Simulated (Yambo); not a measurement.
Yambo run on KBr (rock salt, space group Fm-3m, No. 225). The wavefunctions come from this Quantum ESPRESSO step (LDA, PseudoDojo standard norm-conserving files, scalar-relativistic):

```
&CONTROL
  calculation = 'nscf'
  pseudo_dir = './pseudo'
  outdir = './out'
/
&SYSTEM
  ibrav = 0
  nat = 2
  ntyp = 2
  ecutwfc = 72.0
  ecutrho = 288.0
  occupations = 'fixed'
  force_symmorphic = .true.
  nbnd = 127
/
&ELECTRONS
  conv_thr = 2e-09
  diago_full_acc = .true.
  diago_thr_init = 1e-08
/
ATOMIC_SPECIES
K 39.0983 K.upf
Br 79.9040 Br.upf
CELL_PARAMETERS angstrom
  0.000000000000   3.185352430000   3.185352430000
  3.185352430000   0.000000000000   3.185352430000
  3.185352430000   3.185352430000   0.000000000000
ATOMIC_POSITIONS crystal
K   0.000000000000   0.000000000000   0.000000000000
Br   0.500000000000   0.500000000000   0.500000000000
K_POINTS automatic
4 4 4 0 0 0
```

Yambo input:

```
rim_cut
gw0
dyson
el_el_corr
HF_and_locXC
ppa
em1d
RandQpts= 1000000
RandGvec= 1 Ry
EXXRLvcs= 72 Ry
VXCRLvcs= 288 Ry
Chimod= "HARTREE"
% BndsRnXp
 1 | 125 |
%
NGsBlkXp= 8 Ry
% LongDrXp
 1.0 | 1.0 | 1.0 |
%
PPAPntXp= 27.2114 eV
% GbndRnge
 1 | 125 |
%
GTermKind= "BG"
DysSolver= "n"
ExtendOut
% QPkrange
 1 | 1 | 8 | 9 |
 3 | 3 | 8 | 9 |
 7 | 7 | 8 | 9 |
 8 | 8 | 8 | 9 |
%
```

k points by index: 1 = Γ, 3 = L, 7 = X, 8 = W.

The o-*.qp file then holds:

```
#    K-point    Band    Eo [eV]    E [eV]    E-Eo [eV]    Vxc [eV]    Vnlxc [eV]    Sc|Eo [eV]    Sc|E [eV]    dSc/dw|Eo [eV]    Re(Z)    Im(Z)
#
    1    8    0.000000    -1.832057    -1.832057    -12.80608    -16.65057    1.614343    2.012431    -5.912396    0.821504    -0.001284
    1    9    4.323607    5.299503    0.975896    -7.716389    -3.516642    -3.073015    -3.223851    -4.205434    0.866140    -0.953059E-3
    3    8    -0.453103    -2.295081    -1.841978    -12.34317    -16.25279    1.664505    2.067644    -5.955144    0.820445    -0.001341
    3    9    6.469234    7.427202    0.957968    -7.556965    -3.338351    -3.109868    -3.260646    -4.282455    0.864021    -0.971770E-3
    7    8    -0.333800    -2.214298    -1.880498    -12.56555    -16.52534    1.669405    2.079286    -5.930721    0.821050    -0.001312
    7    9    5.418379    6.612946    1.194567    -7.725108    -3.327617    -3.019343    -3.202923    -4.181490    0.866800    -0.958772E-3
    8    8    -0.691729    -2.559570    -1.867841    -12.08948    -16.05250    1.685540    2.095187    -5.967479    0.820140    -0.001375
    8    9    7.199983    8.463218    1.263235    -8.601672    -3.869849    -3.260347    -3.468588    -4.485331    0.858491    -0.001030
```
(The two width columns are left out.) Convergence of these settings isn't established.

Spin-orbit coupling is not included.

Geometry relaxed with LDA.
